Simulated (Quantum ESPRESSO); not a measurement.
```
CELL_PARAMETERS angstrom
      3.83251     0.00000     0.00000
     -1.91625     3.31905     0.00000
      0.00000     0.00000     3.89008
ATOMIC_POSITIONS crystal
  H  0.33333 0.66667 0.00000
  Se 0.66667 0.33333 0.50000
  Y  0.00000 0.00000 0.00000
```

The PBEsol cell relaxed from Materials Project entry mp-28797 was given an isotropic strain of +1 % on all lattice vectors, and the atoms were relaxed again.

Q: What does PBEsol (Quantum ESPRESSO, PseudoDojo norm-conserving, 86 Ry, without SOC) give for the electronic structure near the Fermi level?

A: The PBEsol gap is indirect, 1.36 eV, from A to Γ; the smallest direct gap is 1.78 eV. Spin-orbit splittings are left out.

The structure is a Materials Project entry; no match was found in the copy of COD used, and its stability was not checked.
